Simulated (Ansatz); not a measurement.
KI (rock salt, Fm-3m), a = 7.092 Å, b = 7.092 Å, c = 7.092 Å, α = 90.00°, β = 90.00°, γ = 90.00°; the cell used has 2 atoms.

Relaxed with r²SCAN.

**Question.** Which orbitals make up the states near the band edges in DFT-r²SCAN in the program Ansatz with PAW potentials?

**Answer.** Top 1 eV of the valence band: I 5p 96 %. Bottom 1 eV of the conduction band: K 4s 63 %, I 5s 12 %, outside the projected shells 20 %. Projections are on Löwdin-orthogonalised atomic valence shells; empty p or d shells of many metals are not among them.

**Question.** Tabulate the density of states.

**Answer.** States/eV per cell of 2 atoms, in 0.25 eV bins, energy from the valence-band maximum.

```
E (eV)  total   I 5p  K 4s  I 5s
------  -----  -----  ----  ----
-7.85    0.00   0.00  0.00  0.00
-7.60    0.00   0.00  0.00  0.00
-7.35    0.00   0.00  0.00  0.00
-7.10    0.00   0.00  0.00  0.00
-6.85    0.00   0.00  0.00  0.00
-6.60    0.00   0.00  0.00  0.00
-6.35    0.00   0.00  0.00  0.00
-6.10    0.00   0.00  0.00  0.00
-5.85    0.00   0.00  0.00  0.00
-5.60    0.00   0.00  0.00  0.00
-5.35    0.00   0.00  0.00  0.00
-5.10    0.00   0.00  0.00  0.00
-4.85    0.00   0.00  0.00  0.00
-4.60    0.00   0.00  0.00  0.00
-4.35    0.00   0.00  0.00  0.00
-4.10    0.00   0.00  0.00  0.00
-3.85    0.00   0.00  0.00  0.00
-3.60    0.00   0.00  0.00  0.00
-3.35    0.00   0.00  0.00  0.00
-3.10    0.00   0.00  0.00  0.00
-2.85    0.00   0.00  0.00  0.00
-2.60    0.00   0.00  0.00  0.00
-2.35    0.00   0.00  0.00  0.00
-2.10    0.00   0.00  0.00  0.00
-1.85    0.00   0.00  0.00  0.00
-1.60    0.00   0.00  0.00  0.00
-1.35    0.11   0.09  0.02  0.00
-1.10    3.09   2.69  0.37  0.01
-0.85    4.09   3.73  0.30  0.02
-0.60    4.00   3.88  0.06  0.01
-0.35   10.56  10.41  0.03  0.00
-0.10    2.15   2.13  0.00  0.00
0.15     0.00   0.00  0.00  0.00
0.40     0.00   0.00  0.00  0.00
0.65     0.00   0.00  0.00  0.00
0.90     0.00   0.00  0.00  0.00
1.15     0.00   0.00  0.00  0.00
1.40     0.00   0.00  0.00  0.00
1.65     0.00   0.00  0.00  0.00
1.90     0.00   0.00  0.00  0.00
2.15     0.00   0.00  0.00  0.00
2.40     0.00   0.00  0.00  0.00
2.65     0.00   0.00  0.00  0.00
2.90     0.00   0.00  0.00  0.00
3.15     0.00   0.00  0.00  0.00
3.40     0.00   0.00  0.00  0.00
3.65     0.00   0.00  0.00  0.00
3.90     0.00   0.00  0.00  0.00
4.15     0.00   0.00  0.00  0.00
4.40     0.00   0.00  0.00  0.00
4.65     0.01   0.00  0.01  0.00
4.90     0.08   0.00  0.06  0.01
5.15     0.13   0.01  0.10  0.02
5.40     0.25   0.01  0.16  0.03
5.65     0.74   0.03  0.23  0.04
5.90     1.48   0.05  0.41  0.05
6.15     2.35   0.05  0.41  0.04
6.40     2.24   0.04  0.32  0.03
6.65     2.47   0.06  0.63  0.04
6.90     1.59   0.06  0.62  0.03
7.15     2.03   0.08  0.81  0.03
7.40     2.20   0.07  0.51  0.01
7.65     2.22   0.07  0.50  0.01
7.90     2.97   0.06  0.45  0.01
8.15     3.51   0.05  0.26  0.00
8.40     2.71   0.03  0.15  0.00
8.65     2.70   0.02  0.05  0.00
8.90     4.06   0.01  0.02  0.00
9.15     4.41   0.02  0.02  0.00
9.40     5.08   0.02  0.02  0.00
```

The r²SCAN relaxation kept the symmetry of its start. Scalar-relativistic: spin–orbit coupling is off unless named, which matters more the heavier the elements.

Potentials: the later of the program's two PAW sets.
